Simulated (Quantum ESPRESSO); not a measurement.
Ga2SiMgP4, input and log of a self-consistent run

Computed values, not a measurement. The program is pw.x of Quantum ESPRESSO 7.5 (plane-wave density functional theory). The cell is made up: 8 atoms on a zincblende/diamond lattice, with randomly drawn elements, strain and displacements, not relaxed. PseudoDojo standard norm-conserving files (v0.5 for PBE, v0.4.1 for LDA and PBEsol) set the functional; there is no spin polarisation, spin-orbit coupling or dispersion term, and the masses in the input are unused placeholders.

Input:

```
&control calculation='scf', pseudo_dir='./dojo.nc.sr.pbe.v0_5.standard.upf', outdir='./o', disk_io='medium', tprnfor=.true., tstress=.true. /
&system ibrav=0, nat=8, ntyp=4, nbnd=36, ecutwfc=84.00895049, nosym=.true., tot_charge=0,
 occupations='smearing', smearing='fd', degauss=0.0018374661
/
&electrons conv_thr=7.350e-09, electron_maxstep=60, /
ATOMIC_SPECIES
Ga 1.0 Ga.upf
Mg 1.0 Mg.upf
P 1.0 P.upf
Si 1.0 Si.upf
CELL_PARAMETERS angstrom
5.3831 0.0694 0.0
0.0694 5.3831 0.0
0.0 0.0 5.3831
ATOMIC_POSITIONS angstrom
Ga 0.0976 0.0115 -0.1574
Ga 0.1069 2.6672 2.7096
Si 2.5964 0.025 2.705
Mg 2.7547 2.6559 -0.0203
P 1.4109 1.371 1.3495
P 1.3889 3.9899 4.1775
P 4.0145 1.3993 4.0804
P 4.0708 4.1083 1.4154
K_POINTS automatic
4 4 4 1 1 1
```

The log is shortened where brackets say so; the opening notice, blank lines, dates and the lines on written files are dropped, and the path of the files is cut. It prints rydbergs, bohrs and kilobars, and counts compression as positive stress.

```
     Program PWSCF v.7.5
     Parallel version (MPI & OpenMP), running on       1 processor cores
     Number of MPI processes:                 1
     Threads/MPI process:                     1
     [start-up lines left out]
     bravais-lattice index     =            0
     lattice parameter (alat)  =      10.1734  a.u.
     unit-cell volume          =    1052.4992 (a.u.)^3
     number of atoms/cell      =            8
     number of atomic types    =            4
     number of electrons       =        60.00
     number of Kohn-Sham states=           36
     kinetic-energy cutoff     =      84.0090  Ry
     charge density cutoff     =     336.0358  Ry
     scf convergence threshold =      7.3E-09
     mixing beta               =       0.7000
     number of iterations used =            8  plain     mixing
     Exchange-correlation= PBE
                           (   1   4   3   4   0   0   0)
     [axes and pseudopotential details left out]
   Cartesian axes
     site n.     atom                  positions (alat units)
         1        Ga     tau(   1) = (   0.0181293   0.0021361  -0.0292372  )
         2        Ga     tau(   2) = (   0.0198568   0.4954354   0.5033113  )
         3        Si     tau(   3) = (   0.4822842   0.0046438   0.5024568  )
         4        Mg     tau(   4) = (   0.5116886   0.4933364  -0.0037707  )
         5        P      tau(   5) = (   0.2620763   0.2546648   0.2506711  )
         6        P      tau(   6) = (   0.2579897   0.7411284   0.7759753  )
         7        P      tau(   7) = (   0.7456979   0.2599216   0.7579389  )
         8        P      tau(   8) = (   0.7561557   0.7631214   0.2629121  )
     number of k points=    32  Fermi-Dirac smearing, width (Ry)=  0.0018
                       cart. coord. in units 2pi/alat
        k(    1) = (   0.1234192   0.1234192   0.1250104), wk =   0.0625000
        k(    2) = (   0.1234192   0.1234192   0.3750312), wk =   0.0625000
     [further k points left out]
     Dense  grid:   109429 G-vectors     FFT dimensions: (  60,  60,  60)
     Estimated max dynamical RAM per process >     142.12 MB
     Initial potential from superposition of free atoms
     starting charge      59.9927, renormalised to      60.0000
     Starting wfcs are   43 randomized atomic wfcs
     total cpu time spent up to now is       14.4 secs
     per-process dynamical memory:    81.3 Mb
     Self-consistent Calculation
     iteration #  1     ecut=    84.01 Ry     beta= 0.70
     Davidson diagonalization with overlap
     ethr =  1.00E-02,  avg # of iterations =  4.1
     Threshold (ethr) on eigenvalues was too large:
     Diagonalizing with lowered threshold
     Davidson diagonalization with overlap
     ethr =  5.92E-04,  avg # of iterations =  1.9
     total cpu time spent up to now is       71.1 secs
     total energy              =    -488.56340602 Ry
     estimated scf accuracy    <       0.35840527 Ry
     iteration #  2     ecut=    84.01 Ry     beta= 0.70
     Davidson diagonalization with overlap
     ethr =  5.97E-04,  avg # of iterations =  3.0
     total cpu time spent up to now is      100.1 secs
     total energy              =    -488.63515907 Ry
     estimated scf accuracy    <       0.10012973 Ry
     iteration #  3     ecut=    84.01 Ry     beta= 0.70
     Davidson diagonalization with overlap
     ethr =  1.67E-04,  avg # of iterations =  5.4
     total cpu time spent up to now is      130.0 secs
     total energy              =    -488.65656424 Ry
     estimated scf accuracy    <       0.00936539 Ry
     iteration #  4     ecut=    84.01 Ry     beta= 0.70
     Davidson diagonalization with overlap
     ethr =  1.56E-05,  avg # of iterations =  7.3
     total cpu time spent up to now is      166.8 secs
     total energy              =    -488.65861517 Ry
     estimated scf accuracy    <       0.00240181 Ry
     iteration #  5     ecut=    84.01 Ry     beta= 0.70
     Davidson diagonalization with overlap
     ethr =  4.00E-06,  avg # of iterations =  2.7
     total cpu time spent up to now is      196.8 secs
     total energy              =    -488.65913182 Ry
     estimated scf accuracy    <       0.00024800 Ry
     iteration #  6     ecut=    84.01 Ry     beta= 0.70
     Davidson diagonalization with overlap
     ethr =  4.13E-07,  avg # of iterations =  2.0
     total cpu time spent up to now is      225.3 secs
     total energy              =    -488.65918737 Ry
     estimated scf accuracy    <       0.00000643 Ry
     iteration #  7     ecut=    84.01 Ry     beta= 0.70
     Davidson diagonalization with overlap
     ethr =  1.07E-08,  avg # of iterations =  4.0
     total cpu time spent up to now is      252.8 secs
     total energy              =    -488.65918994 Ry
     estimated scf accuracy    <       0.00000132 Ry
     iteration #  8     ecut=    84.01 Ry     beta= 0.70
     Davidson diagonalization with overlap
     ethr =  2.20E-09,  avg # of iterations =  2.0
     total cpu time spent up to now is      271.0 secs
     total energy              =    -488.65919023 Ry
     estimated scf accuracy    <       0.00000018 Ry
     iteration #  9     ecut=    84.01 Ry     beta= 0.70
     Davidson diagonalization with overlap
     ethr =  3.08E-10,  avg # of iterations =  3.1
     total cpu time spent up to now is      292.9 secs
     total energy              =    -488.65919029 Ry
     estimated scf accuracy    <       0.00000002 Ry
     iteration # 10     ecut=    84.01 Ry     beta= 0.70
     Davidson diagonalization with overlap
     ethr =  3.96E-11,  avg # of iterations =  2.0
     total cpu time spent up to now is      312.6 secs
     End of self-consistent calculation
     [lines on levels left out]
!    total energy              =    -488.65919029 Ry
     estimated scf accuracy    <          4.4E-09 Ry
     smearing contrib. (-TS)   =      -0.00000000 Ry
     internal energy E=F+TS    =    -488.65919029 Ry
     The total energy is F=E-TS. E is the sum of the following terms:
     one-electron contribution =    -266.93380402 Ry
     hartree contribution      =     165.95666954 Ry
     xc contribution           =    -119.48501522 Ry
     ewald contribution        =    -268.19704059 Ry
     convergence has been achieved in  10 iterations
     Forces acting on atoms (cartesian axes, Ry/au):
     atom    1 type  1   force =    -0.06885076    0.03277626    0.09122514
     atom    2 type  1   force =    -0.04078843    0.01117773    0.01047943
     atom    3 type  4   force =     0.04015432   -0.01744928    0.02048631
     atom    4 type  2   force =     0.01925216    0.03891627    0.07245080
     atom    5 type  3   force =    -0.02555570   -0.05261920    0.02312097
     atom    6 type  3   force =     0.02768388    0.01775480   -0.11815692
     atom    7 type  3   force =     0.03624142   -0.06341678   -0.10123403
     atom    8 type  3   force =     0.01186311    0.03286020    0.00162830
     Total force =     0.247612     Total SCF correction =     0.000200
     Computing stress (Cartesian axis) and pressure
          total   stress  (Ry/bohr**3)                   (kbar)     P=       84.48
   0.00055210  -0.00047428  -0.00011960           81.22      -69.77      -17.59
  -0.00047428   0.00063616   0.00013011          -69.77       93.58       19.14
  -0.00011960   0.00013011   0.00053460          -17.59       19.14       78.64
     init_run     :     13.30s CPU     14.17s WALL (       1 calls)
     electrons    :    277.92s CPU    298.23s WALL (       1 calls)
     forces       :      4.64s CPU      4.72s WALL (       1 calls)
     stress       :     15.91s CPU     16.01s WALL (       1 calls)
     [timing details left out]
     PWSCF        :   5m12.05s CPU   5m35.95s WALL
     JOB DONE.
```

In other units: free energy -6648.547 eV for the cell, pressure 8.45 GPa, largest force component 3.038 eV/Å. A rerun of the same cell at another strain at 1437 eV and a 6 x 6 x 6 mesh moved values by no more than 0.008 eV in energy, 0.02 GPa in stress and 0.005 eV/Å in force.